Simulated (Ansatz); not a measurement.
InP:
```xyz
2
Lattice="0.0000 2.9533 2.9533 2.9533 0.0000 2.9533 2.9533 2.9533 0.0000" Properties=species:S:1:pos:R:3 pbc="T T T"
P      4.4300     4.4300     4.4300
In     0.0000     0.0000     0.0000
```

Relaxed with r²SCAN. Independent-particle spectrum: no excitons, no local fields, no scissors shift; 0.1 eV broadening; ε₁ of the summed bands alone.

Q: Tabulate the dielectric function from r²SCAN (plane waves, PAW; program Ansatz).

A: 

| E (eV) | ε₁ xx | ε₂ xx |
|---|---|---|
| 0.0 | 9.72 | 0.00 |
| 0.3 | 9.79 | 0.00 |
| 0.6 | 10.03 | 0.00 |
| 0.9 | 10.59 | 0.01 |
| 1.2 | 11.23 | 0.86 |
| 1.5 | 11.34 | 1.36 |
| 1.8 | 11.80 | 1.70 |
| 2.1 | 12.61 | 2.20 |
| 2.4 | 14.14 | 3.18 |
| 2.7 | 16.75 | 7.53 |
| 3.0 | 10.73 | 10.59 |
| 3.3 | 9.11 | 9.07 |
| 3.6 | 9.25 | 8.18 |
| 3.9 | 10.88 | 7.95 |
| 4.2 | 16.50 | 11.62 |
| 4.5 | 12.29 | 26.40 |
| 4.8 | -6.04 | 17.15 |
| 5.1 | -4.49 | 12.79 |
| 5.4 | -3.60 | 9.19 |
| 5.7 | -1.23 | 8.33 |
| 6.0 | -4.04 | 11.65 |
| 6.3 | -5.20 | 7.99 |
| 6.6 | -5.02 | 6.10 |
| 6.9 | -4.55 | 4.84 |
| 7.2 | -4.03 | 3.97 |
| 7.5 | -3.55 | 3.36 |
| 7.8 | -3.15 | 3.04 |
| 8.1 | -3.02 | 2.60 |
| 8.4 | -2.48 | 2.14 |
| 8.7 | -2.48 | 2.26 |
| 9.0 | -2.33 | 1.84 |
| 9.3 | -2.15 | 1.42 |
| 9.6 | -1.68 | 1.34 |
| 9.9 | -1.63 | 1.41 |
| 10.2 | -1.54 | 1.23 |
| 10.5 | -1.50 | 1.05 |
| 10.8 | -1.33 | 0.87 |
| 11.1 | -1.21 | 0.73 |
| 11.4 | -1.00 | 0.61 |
| 11.7 | -0.83 | 0.62 |
| 12.0 | -0.78 | 0.53 |

Q: From ε at 2.0 eV (xx: 12.26 + 1.99i), find n, k, the normal reflectivity and the absorption coefficient.

A: n = 3.51, k = 0.283, R = 31 %, α = 2kE/ħc = 57000 cm⁻¹.

With all bands, ε∞ without local fields is 9.84.

Space group F-43m (zinc blende). Symmetry was held in the r²SCAN relaxation; of distortions, only those at the zone centre were tested. Spin–orbit coupling is left out wherever it is not named.

Potentials: the later of the program's two PAW sets.
